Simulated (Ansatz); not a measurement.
Sb:
```
Sb
1.0
    3.04063     0.00000     0.00000
    0.00000     3.04063     0.00000
    0.00000     0.00000     3.04063
Sb
1
Cartesian
  0.00000   0.00000   0.00000
```

Relaxed with LDA. Special points in fractions of this cell's reciprocal vectors: Γ (0.000, 0.000, 0.000); X (0.000, 0.500, 0.000); M (0.500, 0.500, 0.000); R (0.500, 0.500, 0.500).

Question: List the band energies nearest the Fermi level at these points for the program Ansatz at the LDA level (PAW).

Answer: In eV from the Fermi level; about four levels below and three above (degenerate sets whole), none deeper than 8.9 eV; … stands for higher levels left out; points with the same levels are listed once.

```tsv
k	below	above
Γ	–	3.34 3.34 3.34
X	-6.00	5.51 5.51 9.81
M	-7.52 -3.82 -3.82	1.99 7.75 …
R	-4.40 -1.76 -1.76 -1.76	…
```

Space group Pm-3m (simple cubic). The first step of the workflow began from a Materials Project structure, measured or hypothetical; the Crystallography Open Database files this formula in space group No. 221, but the cells were not matched. It is not the phase usual at ambient conditions (space group No. 166). The LDA relaxation kept the symmetry of its start; its stability against distortions is not shown here. Scalar-relativistic: spin–orbit coupling is off unless named, which matters more the heavier the elements.

Potentials: the later of the program's two PAW sets.
